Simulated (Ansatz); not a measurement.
GaSb:
```
CELL_PARAMETERS angstrom
      0.00000     2.87004     2.87004
      2.87004     0.00000     2.87004
      2.87004     2.87004     0.00000
ATOMIC_POSITIONS crystal
  Sb 0.00000 0.00000 0.00000
  Ga 0.50000 0.50000 0.50000
```

Relaxed with r²SCAN. Special points in fractions of this cell's reciprocal vectors: Γ (0.000, 0.000, 0.000); X (0.500, 0.000, 0.500); U (0.625, 0.250, 0.625); K (0.375, 0.375, 0.750); L (0.500, 0.500, 0.500); W (0.500, 0.250, 0.750).

Problem. List the band energies nearest the Fermi level at these points for the program Ansatz at the r²SCAN with spin–orbit coupling level (PAW).

Solution. In eV from the Fermi level; about four levels below and three above (degenerate sets whole), none deeper than 8.9 eV; points with the same levels are listed once.

```csv
k,below,above
Γ,-0.28 -0.28,0.40 0.40 0.40 0.40
X,-2.66 -2.66 -2.33 -2.33,3.50 3.50 9.38 9.38
U,-1.81 -1.81 -0.53 -0.53,5.92 5.92 6.63 6.63
L,-7.69 -7.69,0.29 0.29 0.80 0.80
W,-4.32 -4.32 -4.12 -4.12,2.42 2.42 3.67 3.67
```

Space group Fm-3m (rock salt). The start of the workflow was typed in or built on a structure type; neither database checked (COD, Materials Project) lists it. It is not the phase usual at ambient conditions (space group No. 216). The cell was relaxed with r²SCAN under the symmetry of its start; whether a distortion lowers the energy is not shown.

Potentials: the earlier of the program's two PAW sets.
